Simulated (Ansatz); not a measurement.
ZrC (rock salt)

```
ZrC
1.0
    0.00000     2.35572     2.35572
    2.35572     0.00000     2.35572
    2.35572     2.35572     0.00000
C Zr
1 1
Direct
  0.00000   0.00000   0.00000
  0.50000   0.50000   0.50000
```

The slice is a {110} plane (indices of the conventional cell) through the point (0.000, 0.000, 0.000) (fractional), spanned by u = [100] and v = [1 -1 -1] in vectors of this cell: u (3.33 Å) and v (4.71 Å, at 90° to u). It covers one period; positions are fractions (u, v).

All values below come from r2SCAN (plane waves to 500 eV, PAW, scalar-relativistic; Ansatz, a first-principles code). k mesh 17×17×17. Inside the PAW spheres the values are not all-electron values, and peaks at nuclei hang on which shells count as valence. ZrC is run without spin polarisation. ZrC was relaxed with its symmetry unable to fall.

Three fields on this plane, each scaled to ten steps between its own extremes (0 low, 9 high; the total valence density on a logarithmic scale, the potential cut 8 eV below its top; x marks points blanked near nuclei; v = 0 in the bottom row):

Map A
```
|xxxxxxx7542222457xxxxxx|
|xxxxxxx7532222357xxxxxx|
|xxxxxxx6432112346xxxxxx|
|xxxxxx754211112457xxxxx|
|xxxxx75432100123457xxxx|
|xxxx7643210000123467xxx|
|88776432100000012346778|
|88765421100000011245678|
|99875421000000001245789|
|xxxx7531100000011357xxx|
|xxxxx85310000001358xxxx|
|xxxxxx742111111247xxxxx|
|xxxxxxx6321111236xxxxxx|
|xxxxxxx7422112247xxxxxx|
|xxxxxxx8532222358xxxxxx|
|xxxxxxx8532222358xxxxxx|
|xxxxxxx8532222358xxxxxx|
|xxxxxxx7422112247xxxxxx|
|xxxxxxx6321111236xxxxxx|
|xxxxxx742111111247xxxxx|
|xxxxx85310000001358xxxx|
|xxxx7531100000011357xxx|
|99875421000000001245789|
|88765421100000011245678|
|88776432100000012346778|
|xxxx7643210000123467xxx|
|xxxxx75432100123457xxxx|
|xxxxxx754211112457xxxxx|
|xxxxxxx6432112346xxxxxx|
|xxxxxxx7532222357xxxxxx|
|xxxxxxx7542222457xxxxxx|
|xxxxxxx7543223457xxxxxx|
```

Map B
```
|xxxxxxx8888778887xxxxxx|
|xxxxxxx8888888888xxxxxx|
|xxxxxxx9998888999xxxxxx|
|xxxxxx899998899998xxxxx|
|xxxxx89999999999998xxxx|
|xxxx7899999999999987xxx|
|34456789999999999876544|
|00134578899999988754310|
|00000256889999886520000|
|xxxx0024689999864200xxx|
|xxxxx00257899875200xxxx|
|xxxxxx003688886300xxxxx|
|xxxxxxx0257887520xxxxxx|
|xxxxxxx0046886400xxxxxx|
|xxxxxxx0046776400xxxxxx|
|xxxxxxx0036776300xxxxxx|
|xxxxxxx0046776400xxxxxx|
|xxxxxxx0046886400xxxxxx|
|xxxxxxx0257887520xxxxxx|
|xxxxxx003688886300xxxxx|
|xxxxx00257899875200xxxx|
|xxxx0024689999864200xxx|
|00000256889999886520000|
|00134578899999988754310|
|34456789999999999876544|
|xxxx7899999999999987xxx|
|xxxxx89999999999998xxxx|
|xxxxxx899998899998xxxxx|
|xxxxxxx9998888999xxxxxx|
|xxxxxxx8888888888xxxxxx|
|xxxxxxx7888778888xxxxxx|
|xxxxxxx7888778887xxxxxx|
```

Map C
```
|xxxxxxx9752112579xxxxxx|
|xxxxxxx9752112579xxxxxx|
|xxxxxxx9742112479xxxxxx|
|xxxxxx986421124689xxxxx|
|xxxxx99753211235799xxxx|
|xxxx8876432112346788xxx|
|55555544322112234455555|
|22221111111111111111222|
|32210000011111100000122|
|xxxx2000001111000002xxx|
|xxxxx20000111100002xxxx|
|xxxxxx100011110001xxxxx|
|xxxxxxx0000110001xxxxxx|
|xxxxxxx1000110001xxxxxx|
|xxxxxxx2000110002xxxxxx|
|xxxxxxx2000110002xxxxxx|
|xxxxxxx2000110002xxxxxx|
|xxxxxxx1000110001xxxxxx|
|xxxxxxx1000110000xxxxxx|
|xxxxxx100011110001xxxxx|
|xxxxx20000111100002xxxx|
|xxxx2000001111000002xxx|
|32210000011111100000122|
|22221111111111111111222|
|55555544322112234455555|
|xxxx8876432112346788xxx|
|xxxxx99753211235799xxxx|
|xxxxxx986421124689xxxxx|
|xxxxxxx9742112479xxxxxx|
|xxxxxxx9752112579xxxxxx|
|xxxxxxx9752112579xxxxxx|
|xxxxxxx9752112579xxxxxx|
```

Task: Assign the maps to these fields: electron localisation function (ELF); valence electron density; electrostatic potential energy of an electron, from the cell's mean.

Result: A is the valence electron density; B is the electrostatic potential energy of an electron, from the cell's mean; C is the electron localisation function (ELF).
